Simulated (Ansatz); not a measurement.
## TiRh (P4/mmm): r²SCAN against PBEsol

```
CELL_PARAMETERS angstrom
2.94947 0.00000 0.00000
0.00000 2.94947 0.00000
0.00000 0.00000 3.38389
ATOMIC_POSITIONS crystal
Ti 0.50000 0.50000 0.50000
Rh 0.00000 0.00000 0.00000
```

This cell (14.72 Å³ an atom) was relaxed by PAW under r²SCAN, and each functional gets its own cell relaxed so. Quantity: elastic moduli (Hill averages, relaxed ions; θ_D from sound speeds over directions).

Runs: (1) r²SCAN, PAW on Ansatz 0.2.0's default frozen-core files (fitted under PBE), scalar-relativistic; k mesh 16×16×14, strains of ±0.003, Fermi-Dirac smearing of 0.050 eV, cutoff 500 eV. (2) PBEsol, PAW on Ansatz 0.2.0's default frozen-core files (fitted under PBE), scalar-relativistic; k mesh 16×16×14, strains of ±0.005, Fermi-Dirac smearing of 0.100 eV, cutoff 420 eV.

Under r²SCAN: B = 205 GPa, G = 55.3 GPa, C11 = 303 GPa, C33 = 268 GPa, C44 = 54.6 GPa, ν = 0.376, θ_D = 348 K.

Which way does PBEsol move the volume, and by how much?

a = 2.927, c = 3.372 Å, 14.45 Å³ an atom: 1.9 % smaller.

What does PBEsol give for these quantities?

```tsv
quantity	r²SCAN	PBEsol	change
B	205 GPa	209 GPa	+2 %
G	55.3 GPa	57.2 GPa	+3 %
C11	303 GPa	298 GPa	-2 %
C33	268 GPa	275 GPa	+3 %
C44	54.6 GPa	60.2 GPa	+10 %
ν	0.376	0.375	under 1 %
θ_D	348 K	353 K	+1 %
```

Known limits: frozen-core PAW files fitted under PBE, their cores solved anew for the functional of the run; responses of metals move with mesh and smearing; the softest shear constant rests on one k mesh, and a soft shear can herald a distortion on cooling; elastic stability says nothing of phonons or of other phases.
